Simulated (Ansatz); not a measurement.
Nb$_{3}$Si:
```yaml
crystal:
  lattice:
    - [-5.10106, 5.10106, 2.55770]
    - [5.10106, -5.10106, 2.55770]
    - [5.10106, 5.10106, -2.55770]
  atoms:
    - { symbol: Nb, position: [0.83217, 0.65567, 0.01219] }
    - { symbol: Nb, position: [0.18003, 0.16783, 0.82350] }
    - { symbol: Nb, position: [0.64348, 0.81997, 0.98781] }
    - { symbol: Nb, position: [0.34433, 0.35652, 0.17650] }
    - { symbol: Nb, position: [0.49601, 0.12973, 0.65449] }
    - { symbol: Nb, position: [0.15849, 0.50399, 0.63372] }
    - { symbol: Nb, position: [0.47524, 0.84151, 0.34551] }
    - { symbol: Nb, position: [0.87027, 0.52476, 0.36628] }
    - { symbol: Nb, position: [0.47235, 0.05888, 0.01927] }
    - { symbol: Nb, position: [0.54692, 0.52765, 0.58653] }
    - { symbol: Nb, position: [0.03961, 0.45308, 0.98073] }
    - { symbol: Nb, position: [0.94112, 0.96039, 0.41347] }
    - { symbol: Si, position: [0.00529, 0.69306, 0.73008] }
    - { symbol: Si, position: [0.72479, 0.99471, 0.68776] }
    - { symbol: Si, position: [0.96297, 0.27521, 0.26992] }
    - { symbol: Si, position: [0.30694, 0.03703, 0.31224] }
```

Relaxed with PBEsol. Special points in fractions of this cell's reciprocal vectors: Γ (0.000, 0.000, 0.000); X (0.000, 0.000, 0.500); M (-0.500, 0.500, 0.500); Z (0.313, 0.313, -0.313); Z0 (-0.313, 0.687, 0.313); P (0.250, 0.250, 0.250); N (0.000, 0.500, 0.000).

Q: List the band energies nearest the Fermi level at these points for PBEsol in the plane-wave PAW code Ansatz.

A: In eV from the Fermi level; about four levels below and three above (degenerate sets whole), none deeper than 8.9 eV; points with the same levels are listed once.

| k | below | above |
|---|---|---|
| Γ | -0.38 -0.37 -0.05 -0.05 | 0.04 0.51 0.51 |
| X | -0.87 -0.58 -0.43 -0.28 | 0.03 0.11 0.34 |
| M | -0.22 -0.20 -0.20 -0.11 | 0.23 0.23 0.23 |
| Z | -0.35 -0.35 -0.28 -0.12 | 0.24 0.32 0.52 0.52 |
| P | -0.53 -0.47 -0.27 -0.25 | 0.20 0.27 0.28 |
| N | -0.49 -0.41 -0.28 -0.04 | 0.11 0.26 0.34 |

Space group I-4. The workflow started from a Materials Project entry (that database holds measured and hypothetical structures alike); the Crystallography Open Database copy checked does not list it. COD files the formula under space group No. 86, 221. Its standing as an ambient phase is unchecked. The PBEsol relaxation kept the symmetry of its start; whether a distortion lowers the energy is not shown. The run is not spin-polarised. Spin–orbit coupling is left out wherever it is not named.

Potentials: the later of the program's two PAW sets.
